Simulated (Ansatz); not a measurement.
Values for one crystal, relaxed and computed with plane-wave PAW r²SCAN+D4 (Ansatz code); other levels are named.

```yaml
volume_per_atom: 25.62 Å³
band_gap: 2.29 eV (indirect)
conduction_band_minimum: on the Γ–Σ0 line, 97 % of the way from Γ (k = 0.000, 0.448, 0.448) (2 equivalent valleys)
valence_band_maximum: at Γ
smallest_direct_gap_on_the_standard_path: 2.45 eV
```

Problem. Which of these materials gives this?
A) C, I4/mmm (C on 8h)
B) S, α-S8
C) B, α-B12
D) Te, trigonal Se type

Solution. B, S, α-S8

Space group Fddd (α-S8). The cell was relaxed with r²SCAN+D4 under the symmetry of its start.

Potentials: the later of the program's two PAW sets.
